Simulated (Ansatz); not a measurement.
Li:
```
CELL_PARAMETERS angstrom
     -1.71706     1.71706     1.71706
      1.71706    -1.71706     1.71706
      1.71706     1.71706    -1.71706
ATOMIC_POSITIONS crystal
  Li 0.00000 0.00000 0.00000
```

Relaxed with PBEsol. Special points in fractions of this cell's reciprocal vectors: Γ (0.000, 0.000, 0.000); H (0.500, -0.500, 0.500); N (0.000, 0.000, 0.500); P (0.250, 0.250, 0.250).

Problem. List the band energies nearest the Fermi level at these points for plane-wave PAW PBEsol (Ansatz code).

Solution. In eV from the Fermi level; about four levels below and three above (degenerate sets whole), none deeper than 8.9 eV; … stands for higher levels left out; points with the same levels are listed once.

| k | below | above |
|---|---|---|
| Γ | -3.59 | … |
| H | – | 5.51 5.51 5.51 |
| N | – | 0.22 3.23 10.38 |
| P | – | 3.36 3.36 3.36 |

Space group Im-3m (bcc (W type)). The PBEsol relaxation kept the symmetry of its start.

Potentials: the later of the program's two PAW sets.
